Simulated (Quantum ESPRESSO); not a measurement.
**Band energies of NaLiCdS$_{2}$**

```xyz
5
Lattice="4.1573 0.0000 0.0000 -2.0786 3.6003 0.0000 0.0000 0.0000 7.0419" Properties=species:S:1:pos:R:3 pbc="T T T"
Li     2.0786     1.2001     4.6405
Na     0.0000     2.4002     6.8518
S      2.0786     1.2001     1.7261
S      0.0000     0.0000     5.2162
Cd     0.0000     0.0000     2.6913
```

PBEsol (pw.x of Quantum ESPRESSO, ONCV potentials, without SOC); path ΓMKΓALHA,LM,KH; energies in eV from the valence-band maximum.

```csv
k (1/Å),point,band 18,band 19,band 20,band 21,band 22,band 23,band 24,band 25
0.00,Γ,-0.59,-0.59,-0.07,0.00,0.00,1.47,4.41,6.56
0.44,,-2.19,-1.18,-1.09,-0.37,-0.25,3.06,4.86,5.77
0.87,M,-2.10,-1.90,-1.52,-1.07,-0.48,3.42,4.48,5.63
1.12,,-2.35,-1.85,-1.59,-1.15,-0.84,4.16,4.58,6.01
1.38,K,-2.79,-1.49,-1.45,-1.36,-1.34,4.47,4.78,6.33
1.71,,-2.19,-2.17,-1.35,-0.86,-0.71,4.12,4.99,5.73
2.22,,-0.96,-0.71,-0.32,-0.11,-0.05,1.94,4.65,6.19
2.38,Γ,-0.59,-0.59,-0.07,0.00,0.00,1.47,4.41,6.56
2.61,,-0.71,-0.55,-0.55,-0.05,-0.05,2.02,4.53,6.32
2.83,A,-1.31,-0.49,-0.49,-0.11,-0.11,2.43,4.75,5.94
3.18,,-1.76,-1.08,-0.85,-0.65,-0.30,3.42,4.62,5.48
3.70,L,-2.33,-1.43,-1.37,-0.79,-0.61,3.34,3.73,5.41
4.21,H,-2.62,-1.92,-1.63,-0.93,-0.73,4.12,4.87,5.30
4.49,,-2.25,-1.87,-1.28,-1.07,-0.62,4.03,4.58,5.37
4.93,,-1.58,-0.99,-0.79,-0.51,-0.28,3.26,4.85,5.35
5.21,A,-1.31,-0.49,-0.49,-0.11,-0.11,2.43,4.75,5.94
5.21,L,-2.33,-1.43,-1.37,-0.79,-0.61,3.34,3.73,5.41
5.66,M,-2.10,-1.90,-1.52,-1.07,-0.48,3.42,4.48,5.63
5.66,K,-2.79,-1.49,-1.45,-1.36,-1.34,4.47,4.78,6.33
6.11,H,-2.62,-1.92,-1.63,-0.93,-0.73,4.12,4.87,5.30
```

The PBEsol gap is direct, 1.47 eV at Γ.

Spin-orbit splittings are left out.

Geometry of the Materials Project entry, not relaxed at this level.

The structure is a Materials Project entry; no match was found in the copy of COD used, and its stability was not checked.
